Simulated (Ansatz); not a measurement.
Consider the following.

BaTiO3:
```
CELL_PARAMETERS angstrom
      2.78810     1.60971     2.28050
     -2.78810     1.60971     2.28050
      0.00000    -3.21942     2.28050
ATOMIC_POSITIONS crystal
  Ba 0.99893 0.99893 0.99893
  Ti 0.50753 0.50753 0.50753
  O  0.48958 0.98546 0.48958
  O  0.48958 0.48958 0.98546
  O  0.98546 0.48958 0.48958
```

This is the LDA-relaxed structure. Tensor components refer to the Cartesian frame of this cell.

**Question.** All from LDA in the plane-wave PAW code Ansatz, unless another level is named. Give the electron effective mass, band 2 of 2 at the edge.

**Answer.** 0.54 along x, 0.66 along z (mₑ).

**Question.** Give the smallest direct gap on the standard path.

**Answer.** 2.34 eV.

**Question.** Give the formation energy from the elements (no fitted shifts).

**Answer.** -3329 meV/atom.

**Question.** And the conduction-band minimum?

**Answer.** at Γ.

**Question.** Predict the weight of the valence-edge state by species (Voronoi cells).

**Answer.** O 98 %.

Space group R3m. This is a known low-temperature phase of the composition, computed here at zero pressure and temperature. The cell was relaxed with LDA under the symmetry of its start; of distortions, only those at the zone centre were tested. No spin polarisation was allowed. The references are the lowest solids computed at this level, not always the standard phases (solids in place of the gases). Scalar-relativistic: spin–orbit coupling is off unless named, which matters more the heavier the elements.

Potentials: the earlier of the program's two PAW sets.
